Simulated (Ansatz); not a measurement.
## Relaxing a structure of WC

The start is a generated cell, WC built in the rocksalt structure type. The structure is fully relaxed (lattice and positions, P = 0) with PBEsol (plane waves to 420 eV, PAW, scalar-relativistic; Ansatz, a quantum-chemistry and plane-wave program). The first steps use a coarse 9×9×9 k-mesh.

The start:
```yaml
crystal:
  lattice:
    - [0.00000, 2.29200, 2.29200]
    - [2.29200, 0.00000, 2.29200]
    - [2.29200, 2.29200, 0.00000]
  atoms:
    - { symbol: C, position: [0.00000, 0.00000, 0.00000] }
    - { symbol: W, position: [0.50000, 0.50000, 0.50000] }
```

Question: How much energy is released per atom?

Answer: 0.28 to 0.29 eV/atom (the two k-meshes of the run give this range).

Question: How do the shortest distances between atoms change?

Answer: The closest pairs of elements (up to four, under 3.6 Å), start → end: C–W 2.29 → 2.17 Å; C–C 3.24 → 3.07 Å; W–W 3.24 → 3.07 Å.

Question: Is the relaxed structure metallic? Give its gap.

Answer: Zero (metallic).

Question: Give the final cell and atomic positions.

Answer: 
```cif
data_C4W4
_chemical_formula_sum 'C4 W4'
_space_group_name_H-M_alt 'Fm-3m'
_space_group_IT_number 225
_space_group_name_Hall '-F 4 2 3'
_cell_length_a 4.34556
_cell_length_b 4.34556
_cell_length_c 4.34556
_cell_angle_alpha 90.000
_cell_angle_beta 90.000
_cell_angle_gamma 90.000
loop_
_atom_site_label
_atom_site_type_symbol
_atom_site_symmetry_multiplicity
_atom_site_Wyckoff_symbol
_atom_site_fract_x
_atom_site_fract_y
_atom_site_fract_z
_atom_site_occupancy
C1 C 4 a 0.00000 0.00000 0.00000 1
W1 W 4 b 0.50000 0.50000 0.50000 1
```
(The calculation used a cell of 2 atoms; values per cell refer to that cell.)

The space group stays Fm-3m (No. 225) (the run could not lower it); the end is rock salt type, with 2 atoms in the primitive cell. Final values are on a 18×18×18 k-mesh of the relaxed cell. No spin polarisation in the result.

The run could not lose the symmetry of its start.

All atoms sit on sites fixed by symmetry, so only the cell could relax.

The first start was generated by placing the elements on the sites of a structure type. Materials Project lists a structure of WC in the same space group, Fm-3m (No. 225); the sites were not compared with it, nor with measured phases. Known forms of WC include space group No. 187.
